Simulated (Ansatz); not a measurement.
**SnTe3: what the smearing entropy tells about the Fermi level**

The calculation used Ansatz 0.2.0, DFT PBE, scalar-relativistic, plane waves, PAW.

```xyz
4
Lattice="0.0000 3.8612 3.8612 3.8612 0.0000 3.8612 3.8612 3.8612 0.0000" Properties=species:S:1:pos:R:3 pbc="T T T"
Sn    0.0000    0.0000    0.0000
Te    1.9306    1.9306    1.9306
Te    5.7918    5.7918    5.7918
Te    3.8612    3.8612    3.8612
```

| Property | Result |
| --- | --- |
| plane-wave cutoff | 420 eV |
| Γ-centred k-mesh | 10×10×10 |
| spin treatment | unpolarised |

The same metal under several smearings of width σ, on one mesh. F is the free energy, TS the smearing's entropy term for the cell of 4 atoms, and E = F + TS. Gaussian occupations are ½ erfc[(ε − μ)/σ], and N counts both spins. Spin–orbit coupling is left out, which shifts the bands of heavy elements.

| rule | σ (eV) | F − F(narrowest) (meV/atom) | TS (meV/cell) |
| --- | --- | --- | --- |
| Fermi–Dirac | 0.2 | -48.826 | 407.426 |
| Fermi–Dirac | 0.3 | -111.989 | 898.602 |
| Fermi–Dirac | 0.5 | -304.370 | 2333.160 |
| Gaussian | 0.01 | 0.000 | 0.323 |
| Gaussian | 0.02 | -0.105 | 1.039 |
| Gaussian | 0.1 | -1.926 | 12.795 |
| Gaussian | 0.2 | -6.695 | 52.438 |

Task: For a density of states N (both spins) that is flat over the smeared range, TS = Nσ²/2 (Gaussian) and (π²/3)Nσ² (Fermi–Dirac). What N does each run give?

Result:
```tsv
rule	σ (eV)	N (states/eV a cell)
Fermi–Dirac	0.2	3.10
Fermi–Dirac	0.3	3.03
Fermi–Dirac	0.5	2.84
Gaussian	0.01	6.47
Gaussian	0.02	5.20
Gaussian	0.1	2.56
Gaussian	0.2	2.62
```

Equal entropy needs σ_Gauss = π√(2/3) σ_FD = 2.57 σ_FD, so a Fermi–Dirac width acts like a Gaussian one 2.57 times as large. At moderate widths N lies between 2.56 and 2.62, nearly constant, so the density of states is smooth near the Fermi level and the mesh resolves it. At the narrowest widths only the few mesh levels within σ of μ count, so N can scatter there.

Task: To second order F = E0 − TS/2 and E = E0 + TS/2. How well does E0 = (E + F)/2 undo the smearing?

Result:
```csv
rule,σ (eV),F − E0(narrowest) (meV/atom),(E + F)/2 − E0(narrowest) (meV/atom)
Fermi–Dirac,0.2,-48.87,2.06
Fermi–Dirac,0.3,-112.03,0.30
Fermi–Dirac,0.5,-304.41,-12.77
Gaussian,0.01,-0.04,0.00
Gaussian,0.02,-0.15,-0.02
Gaussian,0.1,-1.97,-0.37
Gaussian,0.2,-6.74,-0.18
```

At Gaussian 0.2 eV the free energy is off by -6.74 meV/atom and the mean by -0.18. What remains is of order σ⁴ plus the mesh error of the narrowest run, which is no exact reference. Forces and stress are derivatives of F, not of E0, so they keep the σ² error.